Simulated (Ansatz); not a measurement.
## AuCu3-type EuRe3

Computed with Ansatz (plane waves, PAW, 420 eV cutoff): PBEsol, scalar-relativistic, collinear spin, Γ-centred 8×8×8 mesh, 0.05 eV Gaussian smearing. The datasets are Ansatz's generated set soft_2.

```cif
data_structure
_symmetry_space_group_name_H-M 'Pm-3m'
_symmetry_Int_Tables_number 221
_cell_length_a 4.0641
_cell_length_b 4.0641
_cell_length_c 4.0641
_cell_angle_alpha 90.000
_cell_angle_beta 90.000
_cell_angle_gamma 90.000
_cell_volume 67.13
loop_
_atom_site_label
_atom_site_type_symbol
_atom_site_symmetry_multiplicity
_atom_site_Wyckoff_symbol
_atom_site_fract_x
_atom_site_fract_y
_atom_site_fract_z
_atom_site_occupancy
Eu1 Eu 1 a 0.00000 0.00000 0.00000 1
Re1 Re 3 c 0.00000 0.50000 0.50000 1
```

The cell came from substitution into a structure type; whether the compound takes it is for experiment to say.

Magnetic state: ferromagnetic, site spin moments Eu 6.16; Re -0.10 μB.

The cell above was scaled in volume, its shape and atoms being fixed by the lattice's symmetry. Energies are counted from the cell above.

The cell is relaxed to zero pressure at this level.

```json
{"V (Å³/atom)": "16.110", "ΔE (meV/atom)": "19.52", "P from the stress (GPa)": "9.66"}
{"V (Å³/atom)": "16.446", "ΔE (meV/atom)": "4.68", "P from the stress (GPa)": "4.57"}
{"V (Å³/atom)": "16.781", "ΔE (meV/atom)": "0.00", "P from the stress (GPa)": "0.00"}
{"V (Å³/atom)": "17.117", "ΔE (meV/atom)": "4.42", "P from the stress (GPa)": "-4.10"}
{"V (Å³/atom)": "17.453", "ΔE (meV/atom)": "16.98", "P from the stress (GPa)": "-7.76"}
```

Do the energies and the pressures agree? Compare −ΔE/ΔV between neighbouring points (1 meV/Å³ = 0.1602 GPa) with the mean of their pressures.

```json
{"interval (Å³/atom)": "16.11 to 16.45", "−ΔE/ΔV (GPa)": "7.1", "mean P (GPa)": "7.1"}
{"interval (Å³/atom)": "16.45 to 16.78", "−ΔE/ΔV (GPa)": "2.2", "mean P (GPa)": "2.3"}
{"interval (Å³/atom)": "16.78 to 17.12", "−ΔE/ΔV (GPa)": "-2.1", "mean P (GPa)": "-2.0"}
{"interval (Å³/atom)": "17.12 to 17.45", "−ΔE/ΔV (GPa)": "-6.0", "mean P (GPa)": "-5.9"}
```
They differ by 0.07 GPa at most.

What do the two routes give for V0, B0 and B0′?

A third-order Birch–Murnaghan fit of the energies: V0 = 16.78 Å³/atom, B0 = 217 GPa, B0′ = 4.6. A polynomial of P in ln V, with B = −dP/d ln V at P = 0: V0 = 16.78 Å³/atom, B0 = 216 GPa, B0′ = 4.5.

B0·V0 = 217.0 GPa × 16.78 Å³ = 22.73 eV/atom sets the scale: near the minimum ΔE ≈ ½ B0 V0 x², with x = V/V0 − 1, and a pressure of 2.2 GPa squeezes the volume by about 1 %. At the ends of the curve: x = −4.0 % predicts 18.1 meV/atom and the run gives 19.5; x = +4.0 % predicts 18.3 meV/atom and the run gives 17.0. Compression costs more and expansion less than the parabola says, since the crystal stiffens as it shrinks; B0′ measures that.

Without a U the 4f levels of Eu lie too near the Fermi level, so their share of the states there, and what hangs on it, is overstated. No spin–orbit coupling, a notable omission for heavy elements. Site moments are of spin, integrated over atomic spheres. A displaced or strained copy of the relaxed cell lay 0.9 meV/atom lower, so on this mesh the structure isn't a minimum; in a metal a finer mesh can change so small a difference. No antiparallel order was tried.
